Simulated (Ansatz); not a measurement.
LiF:
```xyz
2
Lattice="2.5249 0.0000 0.0000 0.0000 2.5249 0.0000 0.0000 0.0000 2.5249" Properties=species:S:1:pos:R:3 pbc="T T T"
Li     0.0000     0.0000     0.0000
F      1.2624     1.2624     1.2624
```

Relaxed with HSE06.

Question: Give the Bader charges and basin volumes of the independent atoms, DFT-HSE06 in the program Ansatz with PAW potentials.

Answer: 

```
atom  Bader charge (e)  Bader volume (Å³)
----  ----------------  -----------------
Li1              +0.92                3.1
F2               -0.92               13.0
```

Space group Pm-3m (CsCl type). The first step of the workflow began from a Materials Project structure, measured or hypothetical; the Crystallography Open Database copy checked does not list it. It is not the phase usual at ambient conditions (space group No. 225). The HSE06 relaxation kept the symmetry of its start; whether a distortion lowers the energy is not shown.

Potentials: the later of the program's two PAW sets.
